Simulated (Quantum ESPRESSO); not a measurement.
**Kohn-Sham bands of CuI (Cmcm)**

```yaml
crystal:
  lattice:
    - [3.73317, -3.71109, 0.00000]
    - [3.73317, 3.71109, 0.00000]
    - [0.00000, 0.00000, 4.30700]
  atoms:
    - { symbol: Cu, position: [0.42044, 0.57956, 0.75000] }
    - { symbol: Cu, position: [0.57956, 0.42044, 0.25000] }
    - { symbol: I, position: [0.77004, 0.22996, 0.75000] }
    - { symbol: I, position: [0.22996, 0.77004, 0.25000] }
```

Structure: Materials Project mp-1007922, symmetrised, not relaxed again. Not found in the COD (Crystallography Open Database) copy used, which has the formula in other groups; not checked further. Level: PBEsol, spinors with spin-orbit coupling; pw.x of Quantum ESPRESSO at 74 Ry with PseudoDojo potentials, 4×4×6 k-points, Wannier90. Density: 6×6×8 mesh, Gaussian smearing 0.01 Ry. A non-magnetic state is assumed, with no Hubbard U; filled 3d bands tend to lie too high at this level. The cell is built of weakly bound layers, chains or molecules. Database cells relaxed without dispersion often hold them too far apart, which can enlarge gaps and weakens couplings between them; spacing and stacking were not compared with the measured crystal.

Energies are relative to the valence-band maximum; weights are on the orthonormalised atomic waves of the pseudopotential files, averaged over the group. 52 electrons a cell are treated as valence.

Problem. Into which isolated groups do the bands fall, where do they lie and what are they made of?

Solution. 
```
bands  from (eV)  to (eV)  filling  weight on atomic waves
-----  ---------  -------  -------  ----------------------
1–4      -111.79  -111.78   filled              Cu 3s 99 %
5–8       -71.10   -71.08   filled             Cu 3p 100 %
9–16      -68.58   -68.44   filled             Cu 3p 100 %
17–20     -13.93   -13.18   filled    I 5s 90 %, Cu 4s 8 %
21–52      -6.21     0.00   filled   Cu 3d 61 %, I 5p 33 %
```

The Kohn-Sham gap over both meshes and the path is 0.87 eV.
